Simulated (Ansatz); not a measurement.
Relaxed-ion elastic tensor of C in space group Fd-3m (No. 227; C on 8b, C on 32e, C on 96g) in GPa (Voigt order), plane-wave PAW r²SCAN (Ansatz code); density 3.05 g/cm³, 6.53 Å³ per atom.

```
 975  91.7  91.7   0.0   0.0   0.0
91.7   975  91.7   0.0   0.0   0.0
91.7  91.7   975   0.0   0.0   0.0
 0.0   0.0   0.0   443   0.0   0.0
 0.0   0.0   0.0   0.0   443   0.0
 0.0   0.0   0.0   0.0   0.0   443
```

**Question.** Is the crystal mechanically stable?

**Answer.** Yes: the smallest eigenvalue of C is 443 GPa.

**Question.** Work out the Voigt, Reuss and Hill averages.

**Answer.** K_V = 386, K_R = 386, K_H = 386; G_V = 443, G_R = 443, G_H = 443 GPa.

**Question.** Give Young's modulus, Poisson's ratio, Pugh's ratio and the universal anisotropy index.

**Answer.** E = 9KG/(3K + G) = 961 GPa; ν = 0.09; K/G = 0.87 (brittle by the Pugh limit of 1.75); A_U = 5G_V/G_R + K_V/K_R − 6 = 0.00.

**Question.** Estimate the sound speeds and the Debye temperature.

**Answer.** v_l = √((K + 4G/3)/ρ) = 17900 m/s, v_t = √(G/ρ) = 12000 m/s, mean 13100 m/s; Θ = (h/k)(3n/4πV)^(1/3) v_m = 2090 K.

**Question.** Give the Zener ratio and Young's modulus along [100], [110] and [111].

**Answer.** A = 2C44/(C11 − C12) = 1.00; 1/E = S11 − 2(S11 − S12 − S44/2)Γ with Γ = 0, 1/4, 1/3 gives 959, 961, 962 GPa.

The start of the workflow was typed in or built on a structure type. Its sites differ from those of the usual phase in this space group: another stacking or structure type. The r²SCAN relaxation kept the symmetry of its start; whether a distortion lowers the energy is not shown.

Potentials: the later of the program's two PAW sets.
